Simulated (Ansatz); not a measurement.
## Na6W2SCl2O7 — ²³Na nuclear quadrupole resonance

Cell: a diffraction structure from the COD, relaxed with PBE at fixed cell and then changed (atom 13 (O) replaced by S, ions relaxed).

Space group Pm (No. 6); a = 5.3600, b = 7.5181, c = 7.5181 Å.

```csv
site,Wyckoff,site symmetry,x,y,z
Na1,1a,m,0.3746,0.0000,0.5117
Na2,1b,m,0.6380,0.5000,0.9912
Na3,2c,1,0.0195,0.7469,0.7559
Na4,2c,1,0.9599,0.7294,0.2645
W7,1a,m,0.5343,0.0000,0.9725
W8,1b,m,0.4903,0.5000,0.5035
Cl9,1a,m,0.8482,0.0000,0.5190
Cl10,1b,m,0.1571,0.5000,0.0085
O11,1a,m,0.3256,0.0000,0.7900
O12,2c,1,0.2894,0.6896,0.5105
S,1a,m,0.2629,0.0000,0.1897
O15,1b,m,0.6764,0.5000,0.3044
O16,2c,1,0.7250,0.8056,0.9810
O17,1b,m,0.7049,0.5000,0.6858
```

One atom of each set is listed; the run and its k-mesh use a cell of 18 atoms with edges of 7.52, 7.52, 5.36 Å.

The numbers come from a DFT calculation in Ansatz (PBE, plane waves and PAW, scalar-relativistic, 420 eV cutoff, Γ-centred 3×3×4 k-points, Fermi–Dirac smearing 0.02 eV).

²³Na: I = 3/2, Q = 104.0 mb (year-2017 value). Static lattice, zero field.

(1) At which frequencies do the ²³Na NQR lines lie?

Answers

(1) For I = 3/2 there is one line, ν = (|C_Q|/2)(1 + η²/3)^½.

```
site  atoms  V_zz (10²¹ V/m²)  C_Q (MHz)     η  line frequencies (MHz)
 Na1      1             -1.40      -3.53  0.18                    1.77
 Na2      1              0.49       1.22  0.38                   0.626
 Na3      2             -0.97      -2.45  0.35                    1.25
 Na4      2             -1.03      -2.59  0.62                    1.38
```

At Na1 and Na4 V_zz points along its shortest bond, to O (within 8°) in each case.

At this cell the principal stresses reach 6 GPa in size with PBE, which can matter for small gradients.
